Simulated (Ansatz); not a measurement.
Ag2S:
```
Ag2S
1.0
    0.00000     3.04498     3.04498
    3.04498     0.00000     3.04498
    3.04498     3.04498     0.00000
Ag S
2 1
Direct
  0.75000   0.75000   0.75000
  0.25000   0.25000   0.25000
  0.00000   0.00000   0.00000
```

Relaxed with PBEsol.

Problem. Give the Bader charges and basin volumes of the independent atoms, PBEsol (plane waves, PAW; program Ansatz).

Solution. 

| atom | Bader charge (e) | Bader volume (Å³) |
|---|---|---|
| Ag1 | +0.32 | 19.0 |
| S3 | -0.64 | 18.5 |

Space group Fm-3m (anti-fluorite). The first step of the workflow began from a Materials Project structure, measured or hypothetical; the Crystallography Open Database copy checked does not list it. COD files the formula under space group No. 4, 14. Whether it is the stable phase at ambient conditions was not checked. The cell was relaxed with PBEsol under the symmetry of its start; whether a distortion lowers the energy is not shown. No spin polarisation was allowed.

Potentials: the later of the program's two PAW sets.
